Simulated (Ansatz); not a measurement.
## Strain response of Bi

Method: DFT PBEsol, scalar-relativistic, plane waves, PAW in Ansatz 0.2.0. (420 eV cutoff, 14×14×8 k-mesh, Gaussian smearing of 0.10 eV, no spin polarisation)

The relaxed crystal:

```yaml
crystal:
  lattice:
    - [3.24818, 0.00000, 0.00000]
    - [0.00000, 3.23013, 0.00000]
    - [-0.01408, 0.00000, 6.31013]
  atoms:
    - { symbol: Bi, position: [0.39833, 0.00000, 0.25002] }
    - { symbol: Bi, position: [0.60167, 0.00000, 0.74998] }
```

Deformation: uniaxial strain along c, with the lengths of a and b and the atoms relaxed and the angles held, all within the symmetry that the strain leaves. Energies are extrapolated to zero smearing. Stress is positive in compression, on the Cartesian axes of the cell above.

Spin–orbit coupling is left out, which can shift energies with elements as heavy as these.

```tsv
strain (%)	ΔE (meV/atom)	a (Å)	b (Å)	c (Å)	σxx (GPa)	σyy (GPa)	σzz (GPa)
-4.5	7.1	3.309	3.248	6.026	-0.01	0.00	1.59
-3.0	3.1	3.284	3.247	6.121	0.00	-0.01	0.92
-1.5	0.7	3.263	3.239	6.215	0.00	0.02	0.55
+0.0	0.0	3.248	3.230	6.310	-0.01	0.00	-0.01
+1.5	0.9	3.235	3.221	6.405	0.00	0.00	-0.60
```

This form isn't the element's structure at ambient conditions.